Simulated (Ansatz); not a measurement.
Sb:
```
Sb
1.0
    0.00000     3.49639     3.49639
    3.49639     0.00000     3.49639
    3.49639     3.49639     0.00000
Sb
2
Direct
  0.00000   0.00000   0.00000
  0.25000   0.25000   0.25000
```

Relaxed with PBE. Special points in fractions of this cell's reciprocal vectors: Γ (0.000, 0.000, 0.000); X (0.500, 0.000, 0.500); U (0.625, 0.250, 0.625); K (0.375, 0.375, 0.750); L (0.500, 0.500, 0.500); W (0.500, 0.250, 0.750).

Question: List the band energies nearest the Fermi level at these points for plane-wave PAW PBE (Ansatz code).

Answer: In eV from the Fermi level; about four levels below and three above (degenerate sets whole), none deeper than 8.9 eV; points with the same levels are listed once.

| k | below | above |
|---|---|---|
| Γ | -5.32 -1.67 -1.67 -1.67 | 0.60 0.60 0.60 |
| X | -3.27 -3.27 -0.37 -0.37 | 4.20 4.20 6.22 6.22 |
| U | -8.84 -3.76 -3.04 -0.37 | 1.21 3.16 3.32 |
| L | -7.96 -2.44 -2.44 -2.14 | 1.64 1.64 4.02 |
| W | -3.55 -3.55 | 0.84 0.84 2.66 2.66 |

Space group Fd-3m (diamond). The start of the workflow was typed in or built on a structure type; neither database checked (COD, Materials Project) lists it. It is not the phase usual at ambient conditions (space group No. 166). The PBE relaxation kept the symmetry of its start; whether a distortion lowers the energy is not shown. Scalar-relativistic: spin–orbit coupling is off unless named, which matters more the heavier the elements.

Potentials: the earlier of the program's two PAW sets.
